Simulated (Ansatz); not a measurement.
Values for one crystal, relaxed and computed with the program Ansatz at the r²SCAN level (PAW); other levels are named.

Volume per atom: 25.34 Å³
Band gap: 0.94 eV (indirect)
Smallest direct gap on the standard path: 1.06 eV
Formation energy from the elements (no fitted shifts): -0.54 eV/atom
Conduction-band minimum: on the T–Y line, 29 % of the way from T (k = -0.500, -0.500, 0.354) (2 equivalent valleys)
Valence-band maximum: at Y (k = 0.500, 0.500, 0.000)

Question: Pick the material that matches.
A. BaZrO3, cubic perovskite
B. PtS2, CdI2 type
C. LiCl, rock salt
D. OsCl4, Cmmm (Os on 2a, Cl on 4g, Cl on 4j)

Answer: D, OsCl4, Cmmm (Os on 2a, Cl on 4g, Cl on 4j)

The workflow started from a Materials Project entry (that database holds measured and hypothetical structures alike); the Crystallography Open Database files this formula in space group No. 65, but the cells were not matched. Its standing as an ambient phase is unchecked. The cell was relaxed with r²SCAN under the symmetry of its start; whether a distortion lowers the energy is not shown. Magnetic state: ferromagnetic, chosen from 5 collinear starts compared on coarse meshes (ties went to the first, and starts can fall back to one state), not a proven ground state. Other orbital occupations within this spin state were not tried. No Hubbard U is applied. A crystal of weakly bound chains computed without a dispersion correction: the cell and the soft elastic constants depend strongly on that. The references are the lowest solids computed at this level, not always the standard phases (solids in place of the gases). Spin–orbit coupling is left out wherever it is not named.

Potentials: the later of the program's two PAW sets.
